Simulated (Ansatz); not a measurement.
GdMn in the CsCl-type structure

Computed with Ansatz (plane waves, PAW, 500 eV cutoff): r²SCAN, scalar-relativistic, collinear spin, Γ-centred 10×10×10 mesh, 0.05 eV Gaussian smearing. The datasets are Ansatz's generated set soft_2.

```xyz
2
Lattice="3.6371 0.0000 0.0000 0.0000 3.6371 0.0000 0.0000 0.0000 3.6371" Properties=species:S:1:pos:R:3 pbc="T T T"
Gd    0.0000    0.0000    0.0000
Mn    1.8186    1.8186    1.8186
```

The start was a prototype's sites filled with these elements, not a measured cell.

Magnetic state: ferrimagnetic, site spin moments Gd 7.39; Mn -4.19 μB.

The run above is the reference. The same cell was run again with other input settings; several of them aren't fit for production, so the rows show the settings' effect and aren't properties of the material.

| keys changed | outcome | ΔE (meV/atom) | P (GPa) | gap on the mesh (eV) | cell moment (μB) | largest force component (eV/Å) | SCF iterations | rough core-seconds | new warnings |
| --- | --- | --- | --- | --- | --- | --- | --- | --- | --- |
| none (reference) | converged | 0.0 | 0.0 | metal | 3.66 | 0.000 | – | – | – |
| scf.algorithm: "direct_min"; hamiltonian.dispersion: "d4" | converged | – | -0.6 | metal | 3.66 | 0.000 | 12 | 40 | – |
| hamiltonian.pseudopotentials: {"kind": "nc"}; basis.ecutwfc: 500 → "450 eV" | refused | – | – | – | – | – | 0 | 0.1 | – |
| kpoints.mp_grid.grid: [10, 10, 10] → [7, 7, 7] | converged | -9.8 | -0.1 | metal | 3.75 | 0.000 | 17 | 7 | – |
| hamiltonian.hubbard: {"sites": [{"species": "Gd", "l": "f", "u_eff": 2.0}], "double_counting": "fll"}; scf.eigensolver.kind: "davidson" | converged | – | 0.3 | metal | 3.67 | 0.000 | 18 | 21 | filled band counts differ across k points |
| scf.algorithm: "density_mixing"; kpoints.mp_grid.grid: [10, 10, 10] → [15, 15, 15] | converged | 5.6 | 0.2 | metal | 3.62 | 0.000 | 18 | 40 | – |
| scf.mixing.preconditioner: "kerker_dos" | converged | 0.0 | 0.0 | metal | 3.66 | 0.000 | 16 | 16 | – |
| accuracy: "medium" | converged | 0.0 | 0.0 | metal | 3.66 | 0.000 | 17 | 16 | – |

ΔE is the energy with the smearing extrapolated to zero. It is left out where the change alters the Hamiltonian or the spin treatment. The varied runs start from atomic densities (corrected by the program's trained start where that serves), with the default search for lower states unless a row changes it, while the reference went on from a saved state, so a magnet may end in another state whatever the setting.

What happens with these changes: hamiltonian.hubbard: {"sites": [{"species": "Mn", "l": "d", "u_eff": 1.0}], "double_counting": "amf"}?

outcome converged, P (GPa) 0.0, gap on the mesh (eV) metal, cell moment (μB) 3.65, largest force component (eV/Å) 0.000, SCF iterations 19, rough core-seconds 17, new warnings filled band counts differ across k points.

The pair part of a dispersion correction pulls inward (a three-body part mostly pushes out), and in metals and ionic crystals with large ions it often overbinds.

Around-mean-field double counting counts from each spin's mean occupation, so it hardly shifts a half-filled, fully polarised shell: those rows don't show that a U is idle.

1 further run (cut off, refused for memory, with changed atoms or starts, or in doubt) is left out.

Of the reference: Without a U the 4f levels of Gd lie too near the Fermi level, so their share of the states there, and what hangs on it, is overstated. These numbers lack spin–orbit coupling. The run wasn't fully tested for a lower electronic state. Site moments are of spin, integrated over atomic spheres.
